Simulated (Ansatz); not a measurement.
Data:

MoP$_{2}$:
```
CELL_PARAMETERS angstrom
      1.56203    -5.56985     0.00000
      1.56203     5.56985     0.00000
      0.00000     0.00000     4.95365
ATOMIC_POSITIONS crystal
  Mo 0.90677 0.09323 0.49775
  Mo 0.09323 0.90677 0.99775
  P  0.56991 0.43009 0.37987
  P  0.43009 0.56991 0.87987
  P  0.29681 0.70319 0.19739
  P  0.70319 0.29681 0.69739
```

This is the PBEsol-relaxed structure.

Problem. All from the program Ansatz at the PBEsol level (PAW), unless another level is named. Predict the highest zone-centre frequency.

Solution. 530 cm⁻¹.

Problem. What about the bulk modulus (Birch–Murnaghan fit)?

Solution. 188 GPa.

Space group Cmc2_1. The first step of the workflow began from a Materials Project structure, measured or hypothetical; the Crystallography Open Database copy checked does not list it. Whether it is the stable phase at ambient conditions was not checked. The cell was relaxed with PBEsol under the symmetry of its start; of distortions, only those at the zone centre were tested. No spin polarisation was allowed. As this level gives no gap, phonon frequencies hold no LO–TO term and depend on the k-mesh and smearing (Fermi–Dirac, 0.1 eV here).

Potentials: the earlier of the program's two PAW sets.
